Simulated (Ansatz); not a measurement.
Ag:
```cif
data_Ag4
_chemical_formula_sum 'Ag4'
_space_group_name_H-M_alt 'I41/amd :1'
_space_group_IT_number 141
_space_group_name_Hall 'I 4bw 2bw -1bw'
_cell_length_a 5.26272
_cell_length_b 5.26272
_cell_length_c 2.75504
_cell_angle_alpha 90.000
_cell_angle_beta 90.000
_cell_angle_gamma 90.000
loop_
_atom_site_label
_atom_site_type_symbol
_atom_site_symmetry_multiplicity
_atom_site_Wyckoff_symbol
_atom_site_fract_x
_atom_site_fract_y
_atom_site_fract_z
_atom_site_occupancy
Ag1 Ag 4 a 0.00000 0.00000 0.00000 1
```
(The calculation used a cell of 2 atoms; values per cell refer to that cell.)

Relaxed with r²SCAN.

Question: Which orbitals make up the states near the Fermi level in DFT-r²SCAN in the program Ansatz with PAW potentials?

Answer: Within 0.5 eV of the Fermi level: Ag 5s 60 %, Ag 4d 12 %, outside the projected shells 27 %. Projections are on Löwdin-orthogonalised atomic valence shells; empty p or d shells of many metals are not among them.

Question: Tabulate the density of states.

Answer: States/eV per cell of 2 atoms, in 0.25 eV bins, energy from the Fermi level.

| E (eV) | total | Ag 4d | Ag 5s | Ag 4p |
|---|---|---|---|---|
| -7.25 | 0.00 | 0.00 | 0.00 | 0.00 |
| -7.00 | 0.07 | 0.00 | 0.06 | 0.00 |
| -6.75 | 0.15 | 0.01 | 0.14 | 0.00 |
| -6.50 | 0.25 | 0.03 | 0.21 | 0.00 |
| -6.25 | 1.23 | 0.90 | 0.31 | 0.00 |
| -6.00 | 8.29 | 7.64 | 0.62 | 0.01 |
| -5.75 | 8.04 | 7.39 | 0.62 | 0.01 |
| -5.50 | 7.64 | 7.21 | 0.41 | 0.01 |
| -5.25 | 6.63 | 6.11 | 0.48 | 0.01 |
| -5.00 | 4.39 | 4.04 | 0.32 | 0.01 |
| -4.75 | 4.74 | 4.55 | 0.16 | 0.01 |
| -4.50 | 5.95 | 5.67 | 0.25 | 0.01 |
| -4.25 | 4.91 | 4.75 | 0.14 | 0.00 |
| -4.00 | 8.37 | 8.12 | 0.22 | 0.00 |
| -3.75 | 8.65 | 8.47 | 0.15 | 0.00 |
| -3.50 | 5.65 | 5.48 | 0.15 | 0.00 |
| -3.25 | 3.64 | 3.46 | 0.15 | 0.00 |
| -3.00 | 3.28 | 3.07 | 0.20 | 0.00 |
| -2.75 | 1.25 | 1.02 | 0.21 | 0.00 |
| -2.50 | 0.46 | 0.20 | 0.24 | 0.00 |
| -2.25 | 0.43 | 0.16 | 0.26 | 0.00 |
| -2.00 | 0.43 | 0.13 | 0.27 | 0.00 |
| -1.75 | 0.44 | 0.12 | 0.29 | 0.00 |
| -1.50 | 0.44 | 0.11 | 0.29 | 0.00 |
| -1.25 | 0.45 | 0.10 | 0.30 | 0.00 |
| -1.00 | 0.47 | 0.09 | 0.31 | 0.00 |
| -0.75 | 0.48 | 0.08 | 0.32 | 0.00 |
| -0.50 | 0.50 | 0.07 | 0.32 | 0.00 |
| -0.25 | 0.51 | 0.07 | 0.31 | 0.00 |
| 0.00 | 0.51 | 0.06 | 0.31 | 0.00 |
| 0.25 | 0.52 | 0.06 | 0.31 | 0.00 |
| 0.50 | 0.56 | 0.05 | 0.31 | 0.00 |
| 0.75 | 0.55 | 0.04 | 0.29 | 0.00 |
| 1.00 | 0.52 | 0.04 | 0.27 | 0.00 |
| 1.25 | 0.49 | 0.03 | 0.24 | 0.00 |
| 1.50 | 0.43 | 0.03 | 0.21 | 0.00 |
| 1.75 | 0.37 | 0.02 | 0.20 | 0.00 |
| 2.00 | 0.38 | 0.03 | 0.21 | 0.00 |
| 2.25 | 0.48 | 0.04 | 0.29 | 0.00 |
| 2.50 | 0.51 | 0.04 | 0.29 | 0.00 |
| 2.75 | 0.55 | 0.04 | 0.30 | 0.00 |
| 3.00 | 0.76 | 0.05 | 0.42 | 0.00 |
| 3.25 | 0.66 | 0.04 | 0.33 | 0.00 |
| 3.50 | 0.64 | 0.03 | 0.30 | 0.00 |
| 3.75 | 0.72 | 0.03 | 0.33 | 0.00 |
| 4.00 | 0.75 | 0.03 | 0.31 | 0.00 |
| 4.25 | 0.77 | 0.03 | 0.28 | 0.00 |
| 4.50 | 0.79 | 0.02 | 0.25 | 0.00 |
| 4.75 | 0.79 | 0.02 | 0.21 | 0.00 |

Space group I4_1/amd (β-Sn type). The start of the workflow was typed in or built on a structure type; neither database checked (COD, Materials Project) lists it. It is not the phase usual at ambient conditions (space group No. 225). The r²SCAN relaxation kept the symmetry of its start; its stability against distortions is not shown here. No spin polarisation was allowed. Spin–orbit coupling is left out wherever it is not named.

Potentials: the earlier of the program's two PAW sets.
